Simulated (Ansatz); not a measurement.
YC (rock salt, Fm-3m), DFT-PBEsol in the program Ansatz with PAW potentials, all energies at zero smearing, with the estimated change up to a 700 eV cutoff added, with one set of potentials and settings (totals compare only within such a set). Cell of 2 atoms (1 C, 1 Y): -4041.798 eV.

| element | reference phase | E (eV/atom) |
|---|---|---|
| C | P6_3/mmc, 4 atoms in the cell | -246.6953 |
| Y | P6_3/mmc, 2 atoms in the cell | -3795.0947 |

Formation energy per atom, worked out: (-4041.798 − 1×(-246.6953) − 1×(-3795.0947))/2 = -0.004 eV/atom (0 kJ per mol of atoms), at 0 K, without zero-point energy or fitted corrections.

The start of the workflow was typed in or built on a structure type; the Crystallography Open Database copy checked does not list it. Whether it is the stable phase at ambient conditions was not checked. The PBEsol relaxation kept the symmetry of its start; whether a distortion lowers the energy is not shown. The run is not spin-polarised. The references are the lowest solids computed at this level, not always the standard phases.

Potentials: the earlier of the program's two PAW sets. The files were generated under PBE; for other functionals the program regenerates the frozen cores, and for LDA and PBEsol the local potential too.
